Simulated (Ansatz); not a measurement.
According to the program Ansatz at the PBEsol level (PAW), Mg in the A15 (β-W type) structure (Pm-3n) relaxes to a = 5.690 Å.

Electronic character: metallic (no gap).

The bulk modulus is 35.1 GPa. The relaxed-ion elastic constants in GPa are C11 = 77.7, C12 = 14.1, C44 = 5.4. The elastic constants imply a Debye temperature near 309 K. The highest mode at Γ lies at 328 cm^-1.

The start of the workflow was typed in or built on a structure type; neither database checked (COD, Materials Project) lists it. It is not the phase usual at ambient conditions (space group No. 194). Symmetry was held in the PBEsol relaxation; whether a distortion lowers the energy is not shown. As this level gives no gap, shear constants depend on the k-mesh and smearing (Fermi–Dirac, 0.1 eV here). As this level gives no gap, phonon frequencies hold no LO–TO term and depend on the k-mesh and smearing (Fermi–Dirac, 0.1 eV here).

Potentials: the later of the program's two PAW sets.
